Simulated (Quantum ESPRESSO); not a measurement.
Ga3SiN3C, a curve over one atom's position

A calculation, not a measurement. The program is pw.x of Quantum ESPRESSO 7.5 (plane-wave density functional theory). The cell is made up: 8 atoms on a wurtzite lattice, with randomly drawn elements, strain and displacements, not relaxed. PseudoDojo standard norm-conserving files (v0.5 for PBE, v0.4.1 for LDA and PBEsol) set the functional; there is no spin polarisation, spin-orbit coupling or dispersion term, and the masses in the input are unused placeholders.

Seven runs move atom 4 (Ga, counted in the order of the input) along z and keep all else fixed.

Input of the run at -0.0085:

```
&control calculation='scf', pseudo_dir='./dojo.nc.sr.pbe.v0_5.standard.upf', outdir='./o', disk_io='medium', tprnfor=.true., tstress=.true. /
&system ibrav=0, nat=8, ntyp=4, nbnd=37, ecutwfc=84.00895049, nosym=.true., tot_charge=0,
 occupations='smearing', smearing='fd', degauss=0.0018374661
/
&electrons conv_thr=7.350e-09, electron_maxstep=60, /
ATOMIC_SPECIES
C 1.0 C.upf
Ga 1.0 Ga.upf
N 1.0 N.upf
Si 1.0 Si.upf
CELL_PARAMETERS angstrom
3.2333 0.0 0.0
0.0 5.6003 0.0
0.0 0.0 5.2801
ATOMIC_POSITIONS angstrom
Ga 0.0441 -0.0297 0.0281
Si 1.5969 2.7793 0.0146
Ga 1.6978 0.9384 2.6202
Ga -0.026 3.7379 2.5864
N -0.0045 -0.0114 1.9613
N 1.6246 2.7575 1.9814
N 1.592 0.9747 4.568
C -0.0337 3.7137 4.6738
K_POINTS automatic
5 4 4 1 1 1
```

```
shift of atom 4 along z (Å)  free energy less that of the input shown (eV)  Fx on atom 4 (eV/Å)  Fy on atom 4 (eV/Å)  Fz on atom 4 (eV/Å)  pressure (GPa)  next band up at Gamma (eV)  iterations
                    -0.1438                                         0.2526                0.455               -0.191                2.477           -6.39                       1.715          13
                    -0.0847                                         0.1200                0.417               -0.185                1.984           -6.80                       1.788          13
                    -0.0433                                         0.0467                0.390               -0.181                1.549           -7.03                       1.840          13
                    -0.0085                                         0.0000                0.367               -0.179                1.123           -7.19                       1.882          13
                    +0.0100                                        -0.0185                0.355               -0.178                0.873           -7.25                       1.903          13
                    +0.0396                                        -0.0380                0.336               -0.176                0.437           -7.32                       1.936          13
                    +0.1161                                        -0.0220                0.289               -0.171               -0.913           -7.30                       2.005          13
```

A cubic fit gives dFz/dz = -13.49 eV/Å² at zero shift. Across the table the free energy follows the integral of the force to within 0.1 meV. A rerun of one of the cells at 1437 eV and a 7 x 6 x 6 mesh moved values by no more than 0.010 eV in energy, 0.07 GPa in stress and 0.011 eV/Å in force. The band column is the level of band 32 at Gamma less that of band 31, whose number is half the electron count, rounded up; it comes from a band step after each run.